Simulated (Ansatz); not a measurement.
**Run record: NiS**

System: NiS, an experimental structure (space group P6_3/mmc); the cell holds 4 atoms. Source: COD entry 9009240; it may be a high-temperature, high-pressure or metastable form.

The calculation used Ansatz development build ahead of 0.2.0, DFT, r2SCAN, PAW, plane waves, scalar-relativistic.

Input file:

```yaml
crystal:
  lattice:
    - [3.4394981, 0.0, 0.0]
    - [-1.71974905, 2.97869274, 0.0]
    - [0.0, 0.0, 5.3514]
  atoms:
    - { symbol: Ni, position: [0.0, 0.0, 0.0] }
    - { symbol: Ni, position: [0.0, 0.0, 0.5] }
    - { symbol: S, position: [0.33333333, 0.66666667, 0.25] }
    - { symbol: S, position: [0.66666667, 0.33333333, 0.75] }
hamiltonian:
  xc: r2scan
  pseudopotentials: { kind: paw }
basis:
  ecutwfc: 500
kpoints:
  mp_grid: { grid: [6, 6, 4] }
scf:
  occupations: { method: fermi_dirac, width: 0.02 }
  lower_state_search: "off"
output:
  forces: true
  stress: true
  write_density: true
  write_potential: true
  elf: true
  volumetric_format: npy
```

The run was started with:
```sh
ansatz run input.yaml --threads 2 --pin off --max-ram 5120MiB --backend cpu --events-out ev --progress --plain --runs-dir out
```

Program output, abridged:

```
Pseudopotentials: kind: paw
Pseudopotential: Ni, paw, valence charge 18, recommended cutoff 500 eV (meta_gga), Ni.paw.azcp
Pseudopotential: S, paw, valence charge 6, recommended cutoff 500 eV (meta_gga), S.paw.azcp
Functional definition: r2SCAN
Crystal: 4 atoms, lattice volume = 54.826 Å³
Basis set: ecut = 500 eV, 1411 PW (Γ), exchange–correlation on 108×108×160 points (64 copies of the dense FFT grid, shifted against one another)
Bands: 29, of which v1, the nominal top of the filled ones, is band 24 counted from 1 (23 counted from 0)
Symmetry: 24 space group operations
Space group: P63/mmc (ITA 194), of the structure as read, at distance tolerance 3.8e-5 Å
k-points: 21 of 144
Non-local potential: Ni, projectors of the file, l = 0: 3, l = 1: 2, l = 2: 3, l = 3: 1
Non-local potential: S, projectors of the file, l = 0: 2, l = 1: 2, l = 2: 2
PAW frozen core: Ni, regenerated for the run's functional (the file was generated under x = pbe(κ = 0.804, μ = 0.2195149727645171), c = pbe(β = 0.06672455060314922))
PAW frozen core: S, regenerated for the run's functional (the file was generated under x = pbe(κ = 0.804, μ = 0.2195149727645171), c = pbe(β = 0.06672455060314922))
Initial density: superposition of atomic densities (neutral atoms: chi_scale 0, normalization atom), corrected by the library's trained network
Initial wavefunctions: pseudopotential atomic-orbital guess
Functional: x = r2scan, c = r2scan; τ floored in thin density (d = 2e-4 eV/Å³)
SCF iter   1: F=-13503.376633 eV  HF=-13503.420921 eV  |F-HF|=4.43e-2  |Δ(HF+E_count)|=         —  Δρ=2.64e-2  dr2=2.73e-1  dr2_τ=8.07e-2  ethr=1.77e-3  ⟨swp⟩=6.0  Hψ=2671  notcnv=0
preconditioner: auto → Resta (q_TF=auto, 2.668 Å⁻¹)  ε∞=12.4  [insulator: Δε(μ)=0.082 eV  Ē_g=8.408 eV  σ=0.020 eV  W_gap=0.73  n_scr=22 (ndim 8)  ℏωp=28.4 eV  f_vac=0.000  D(μ)=1.93/eV (n_scr^D=22)  ε∞_Penn≈12.4]
SCF iter   2: F=-13503.407613 eV  HF=-13503.600290 eV  |F-HF|=1.93e-1  |Δ(HF+E_count)|=   1.79e-1  Δρ=2.13e-2  dr2=1.67e-1  dr2_τ=5.49e-3  ethr=5.69e-4  ⟨swp⟩=3.2  Hψ=1355  notcnv=0  defer=12
SCF iter   3: F=-13503.567033 eV  HF=-13503.573047 eV  |F-HF|=6.01e-3  |Δ(HF+E_count)|=   2.72e-2  Δρ=7.71e-3  dr2=1.80e-2  dr2_τ=2.38e-4  ethr=3.47e-4  ⟨swp⟩=2.5  Hψ=977  notcnv=0  defer=12
SCF iter   4: F=-13503.571561 eV  HF=-13503.572838 eV  |F-HF|=1.28e-3  |Δ(HF+E_count)|=   2.09e-4  Δρ=2.47e-3  dr2=1.81e-3  dr2_τ=2.10e-4  ethr=3.74e-5  ⟨swp⟩=2.3  Hψ=1278  notcnv=0  defer=13
SCF iter   5: F=-13503.572741 eV  HF=-13503.572909 eV  |F-HF|=1.68e-4  |Δ(HF+E_count)|=   7.07e-5  Δρ=1.07e-3  dr2=3.81e-4  dr2_τ=5.32e-6  ethr=3.76e-6  ⟨swp⟩=2.0  Hψ=980  notcnv=0  defer=13
SCF iter   6: F=-13503.572949 eV  HF=-13503.572948 eV  |F-HF|=5.70e-7  |Δ(HF+E_count)|=   3.96e-5  Δρ=1.81e-4  dr2=1.48e-5  dr2_τ=2.61e-7  ethr=7.94e-7  ⟨swp⟩=2.0  Hψ=964  notcnv=0  defer=13
SCF iter   7: F=-13503.572942 eV  HF=-13503.572944 eV  |F-HF|=2.34e-6  |Δ(HF+E_count)|=   4.45e-6  Δρ=1.07e-4  dr2=4.00e-6  dr2_τ=2.31e-8  ethr=3.08e-8  ⟨swp⟩=2.0  Hψ=946  notcnv=0  defer=13
SCF iter   8: F=-13503.572944 eV  HF=-13503.572944 eV  |F-HF|=2.28e-9  |Δ(HF+E_count)|=   1.19e-7  Δρ=1.60e-5  dr2=8.18e-8  dr2_τ=5.94e-9  ethr=2.08e-10  ⟨swp⟩=10.0  Hψ=4747  notcnv=0
SCF 1 converged in 8 iterations: F = -13503.572944 eV  dr2 = 8.18e-8
  greatest PAW one-centre occupation: 1.002 electrons in one spin orbital (limit 2), on the Ni atom at site 1 (counted from 0), in its partial waves of l = 1
SCF converged after 8 iterations
Free energy (F): -13503.572944 eV
Harris-Foulkes:  -13503.572944 eV  (|F-HF|=2.28e-9)
Internal energy: -13503.568322 eV  (E = F + TS)
E sigma→0 (E₀):  -13503.570633 eV
Entropy (-TS):   -0.004622 eV (-1.155 meV/atom)
Fermi energy:    12.668679 eV
--- Per-component energies (eV) ---
  E_band       = -756.259516
  E_kinetic    = 778.217465
  E_local      = -9030.218212  (includes V_loc(G=0)·N_el)
  E_nonlocal   = 1353.272512
  E_hartree    = 3844.795504
  E_xc         = -338.873726
  E_vxc        = -418.584441  (∫ρ·V_xc dr)
  E_paw        = -4519.572345  (= ΣΔE_a)
  E_vpaw       = -1153.621843  (= ΣTr[D̂ρ^β])
  E_aug_tail   = 0.000486  (compensation charges beyond the density's cutoff)
  E_vtau       = 25.075799  (kinetic-family band-sum trace: ∫τ·v_τ [+ j·A + Jᵃ·Aᵃ] dr)
  E_ewald      = -5590.370335
  E_core_change = -0.819671  (= ΣΔE_core)
  E_smearing   = -0.004622  (= −TS)
  E_closure    = -0.000000  (closes the sum)
  Σ components = -13503.572944   (vs F -13503.572944, Δ=0.00e0)
--- Forces (eV/Å), atoms counted from 1 ---
  atom   1  Ni     0.00000000     0.00000000     0.00000000
  atom   2  Ni     0.00000000    -0.00000000     0.00000000
  atom   3  S      0.00000000    -0.00000000     0.00000000
  atom   4  S     -0.00000000     0.00000000     0.00000000
  max |Σ_I F_I| component: 1.85e-17 eV/Å
--- Stress (GPa, compression-positive) ---
       -4.849565      -0.000000      -0.000000
       -0.000000      -4.849565      -0.000000
       -0.000000      -0.000000      -6.406953
  P = ⅓ Tr σ = -5.3687 GPa (-53.687 kbar)
--- Band table (eV; the first three rows and the last of 21) ---
  k-point 0: bands = ["-94.3085", "-94.3044", "-53.2980", "-53.2443", "-53.2443", "-53.2443", "-53.2393", "-53.2393", "-3.6756", "-1.3963", "4.7743", "7.8255", "7.8255", "9.4384", "10.1428", "10.1428", "10.3780", "10.3780", "10.9833", "10.9833", "11.1748", "11.1748", "11.6337", "12.0598", "14.2527", "14.2527", "16.8094", "17.5927", "19.8377"]
  k-point 1: bands = ["-94.3079", "-94.3050", "-53.2901", "-53.2522", "-53.2436", "-53.2436", "-53.2401", "-53.2401", "-3.4342", "-1.8804", "5.6387", "8.0290", "8.0290", "9.1902", "9.5363", "9.5363", "10.2490", "10.2490", "10.8103", "10.8103", "10.9533", "11.6933", "12.1581", "12.1581", "14.0110", "14.0110", "17.3351", "18.3931", "19.9322"]
  k-point 2: bands = ["-94.3065", "-94.3065", "-53.2712", "-53.2712", "-53.2418", "-53.2418", "-53.2418", "-53.2418", "-2.7622", "-2.7622", "7.5465", "7.5465", "8.6211", "8.6211", "8.6211", "8.6211", "10.5184", "10.5184", "10.5184", "10.5184", "11.0224", "11.0224", "13.2762", "13.2762", "13.2762", "13.2762", "18.4347", "18.4347", "20.4630"]
  k-point 20: bands = ["-94.3063", "-94.3063", "-53.2707", "-53.2707", "-53.2442", "-53.2442", "-53.2442", "-53.2442", "-1.2943", "-1.2943", "6.0699", "6.0699", "6.3579", "6.3579", "8.3376", "8.3376", "10.5878", "10.5878", "10.7189", "10.7189", "11.3267", "11.3267", "11.4056", "11.4056", "14.0741", "14.0741", "18.6186", "18.6186", "19.1074"]
```

Spin is off, though the compound may be magnetic.

The run took 1.3 s on 2 threads of AMD EPYC 9R45 96-Core Processor (Zen 5), with other jobs on the host, peak memory 0.54 GiB.
